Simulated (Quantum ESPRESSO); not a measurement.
# Different elements on one site among Hf Mo Pd Re Ru

All numbers below are calculated, not measured. They come from Quantum ESPRESSO 7.5, a public plane-wave density functional program. Each row is one single-point run on a made-up periodic cell of eight metal atoms, with elements, volume, strain and displacements drawn at random and not relaxed, so a cell may be unstable or far from any real phase. There is no spin polarisation or spin-orbit coupling.

Settings: PBE unless stated; PseudoDojo standard norm-conserving files; Fermi-Dirac width 0.25 eV, which means electrons at about 2900 K; cutoff 1143 eV; 6 x 6 x 3 k mesh shifted half a step off Gamma. E is the free energy of the whole cell (internal energy minus TS), so a -TS column is already part of it. Stress is positive in tension, and the pressure P is minus a third of its trace.

Checks: one run of this series was repeated at a higher cutoff and on a denser mesh, which moved values by no more than 0.008 eV, 0.04 GPa and 0.005 eV/Å, and a second program with other atomic files agreed on it to 2 % rms in force and 0.5 GPa in pressure. Known limits: heavy elements are run without spin-orbit coupling, which real alloys of them have; a spin test at this wide smearing found no moment, but such smearing suppresses magnetism that the real alloy may have.

The lattice is face-centred cubic, and the cell vectors in Å are (0.000, 0.000, -4.113); (4.113, 0.000, 0.000); (0.000, -8.226, 0.000), a volume of 139.17 Å³. The elements on sites 1 to 8 are Pd Ru X Mo Hf Hf Re Ru. The runs change X and keep the cell and the displaced positions. The column v is a rough volume for each atom of the pure element, close to PBE values, from general knowledge and not from these runs. Energies are left out, as each element's file has its own zero.

| run | X | v (Å³) | -TS (eV) | force on X (eV/Å) | rms force (eV/Å) | P (GPa) |
|---|---|---|---|---|---|---|
| 1 | Pd | 15.3 | -1.932 | 0.286 | 0.349 | -11.90 |
| 2 | Ir | 14.5 | -1.979 | 0.260 | 0.287 | -13.80 |
| 3 | Pt | 15.6 | ? | ? | ? | ? |
| 4 | Mg | 22.9 | -1.785 | 0.623 | 0.410 | -7.87 |
| 5 | Re | 14.9 | -2.028 | 0.445 | 0.323 | -12.74 |

## Worked fit

A straight line through the runs shown gives P = -22.2 + 0.630 v GPa with v in Å³, an error of 0.101 on the slope and a scatter of 0.70 GPa. At this fixed volume the pressure tends to rise with the size of X.

## Withheld run

Question: what pressure should run 3, with Pt, give?

The fit gives -12.37 ± 0.80 GPa. The calculation gave -12.27 GPa.
